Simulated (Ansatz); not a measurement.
A relaxed structure of GaP is spoiled in several ways and relaxed again each time (squeezed and stretched starts keep its symmetry, which their runs cannot lower; pressure is positive under compression). Computed with PBEsol (plane waves to 420 eV, PAW, scalar-relativistic; Ansatz, a first-principles code).

```cif
data_Ga4P4
_chemical_formula_sum 'P4 Ga4'
_space_group_name_H-M_alt 'F-43m'
_space_group_IT_number 216
_space_group_name_Hall 'F -4 2 3'
_cell_length_a 5.43847
_cell_length_b 5.43847
_cell_length_c 5.43847
_cell_angle_alpha 90.000
_cell_angle_beta 90.000
_cell_angle_gamma 90.000
loop_
_atom_site_label
_atom_site_type_symbol
_atom_site_symmetry_multiplicity
_atom_site_Wyckoff_symbol
_atom_site_fract_x
_atom_site_fract_y
_atom_site_fract_z
_atom_site_occupancy
P1 P 4 c 0.25000 0.25000 0.25000 1
Ga1 Ga 4 a 0.00000 0.00000 0.00000 1
```
(The calculation used a cell of 2 atoms; values per cell refer to that cell.)

Q: One start gave a first pressure of -13.2 GPa and released 0.62 eV/atom. Which change was it?
(A) squeezed uniformly to 70 % of its volume
(B) stretched uniformly to 150 % of its volume

A: B, stretched uniformly to 150 % of its volume. All starts:

```csv
change,first pressure (GPa),first V (Å³/atom),released (eV/atom),moves,outcome,final group,E − E(parent) (eV/atom)
stretched uniformly to 150 % of its volume,-13.2,30.16,0.62,6,returns to the parent,F-43m,0.000
squeezed uniformly to 70 % of its volume,65.3,14.07,0.90,7,returns to the parent,F-43m,0.000
```

First-step values come from each run's starting, coarser k-mesh (7×7×7, 8×8×8). Each cell has its own k-point mesh; energy differences are given only to the digits this allows. No spin polarisation in the result.
